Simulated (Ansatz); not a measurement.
A geometry of TiB2 away from equilibrium: step 22 of the relaxation of a relaxed TiB2 cell displaced along its unstable phonon at q = (½, 0, 0) of its primitive reciprocal cell (280i cm⁻¹), largest move 0.15 Å. These are PBEsol (plane waves to 420 eV, PAW, scalar-relativistic; Ansatz, a program for electronic structure) values and carry that method's errors. Γ-centred k-mesh 5×10×10 on the run's cell (coarser than for final values), Fermi–Dirac smearing 0.05 eV.

```xyz
12
Lattice="-0.4954 5.2959 8.9154 1.1071 0.1630 4.1898 2.5813 3.3931 -0.7181" Properties=species:S:1:pos:R:3 pbc="T T T"
B      1.0762     3.6677     3.5487
B      1.1064     6.3548     9.0550
B      1.3804     2.3093     4.6273
B      0.8548     4.9180     8.0363
B      3.2246     4.0873     6.3631
B      2.6990     6.6960     9.7722
B      2.9204     5.4457     5.2845
B      2.9506     8.1328    10.7909
Ti    -0.3580    -0.0911     0.6491
Ti     0.2333     2.6750     8.2450
Ti     1.4862     1.6869     2.3849
Ti     0.9704     4.2900     5.7910
```

Problem. Which atoms carry the largest force, and which way does it point?

Solution. 0.07 eV/Å, on B1, B3, B5, B7 (atoms numbered as listed); on B3 its components are (0.04, 0.00, -0.05).

Problem. What is the pressure?

Solution. +4.3 GPa, compression positive.

Problem. How far above the relaxed end point is this geometry?

Solution. 0.01 eV/atom; the path ends in I4₁/amd (No. 141).

No spin polarisation in the result.

The run could not lose the symmetry of its start: the end is stationary, and may be a saddle point rather than a minimum.

The end of the path is a generated cell of TiB2: the first start was made by placing the elements on the sites of a structure type, and the end was not matched to a known phase here, so it may be hypothetical. Known forms of TiB2 include space group No. 191.
